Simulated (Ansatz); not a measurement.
SrGe2Ir2 in space group I4/mmm (No. 139; Sr on 2a, Ge on 4e, Ir on 4d), the program Ansatz at the PBE level (PAW), all energies at zero smearing, with the estimated change up to a 700 eV cutoff added, with one set of potentials and settings (totals compare only within such a set). Cell of 5 atoms (1 Sr, 2 Ge, 2 Ir): -36007.986 eV.

```tsv
element	reference phase	E (eV/atom)
Sr	C2/m, 3 atoms in the cell	-3544.2201
Ge	Fd-3m, 2 atoms in the cell	-4294.9847
Ir	Fm-3m, 1 atoms in the cell	-11935.3137
```

Formation energy per atom, worked out: (-36007.986 − 1×(-3544.2201) − 2×(-4294.9847) − 2×(-11935.3137))/5 = -0.634 eV/atom (-61 kJ per mol of atoms), at 0 K, without zero-point energy or fitted corrections.

The first step of the workflow began from a Materials Project structure, measured or hypothetical; the Crystallography Open Database copy checked does not list it. Its standing as an ambient phase is unchecked. Symmetry was held in the PBE relaxation; of distortions, only those at the zone centre were tested. The run is not spin-polarised. The references are the lowest solids computed at this level, not always the standard phases. Scalar-relativistic: spin–orbit coupling is off unless named, which matters more the heavier the elements.

Potentials: the later of the program's two PAW sets.
